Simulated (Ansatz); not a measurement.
CuI:
```
CELL_PARAMETERS angstrom
      4.19054     0.00000     0.00000
     -2.09527     3.62911     0.00000
      0.00000     0.00000     9.72409
ATOMIC_POSITIONS crystal
  Cu 0.49983 0.49983 0.50000
  Cu 0.50017 0.00000 0.83333
  Cu 0.00000 0.50017 0.16667
  I  0.49998 0.49998 0.00000
  I  0.50002 0.00000 0.33333
  I  0.00000 0.50002 0.66667
```

The program Ansatz at the r²SCAN+D4 level (PAW) gives a gap of 1.19 eV without spin–orbit coupling, maximum at A, minimum at Γ.

Task: What happens when spin–orbit coupling is switched on?

Result: The gap falls by 0.02 eV, to 1.17 eV; maximum at A, minimum at Γ.

Task: Give the electron effective mass with spin–orbit coupling.

Result: 0.16 mₑ (isotropic).

Space group P6_422. The start of the workflow was typed in or built on a structure type; neither database checked (COD, Materials Project) lists it. It is not the phase usual at ambient conditions (space group No. 216). The r²SCAN+D4 relaxation kept the symmetry of its start; whether a distortion lowers the energy is not shown. The workflow began spin-polarised and lost its moments. The volume moved by -31 % from the start of the relaxation. Point labels and valley counts follow the cell and symmetry of the run, lower than the named group.

Potentials: the later of the program's two PAW sets.
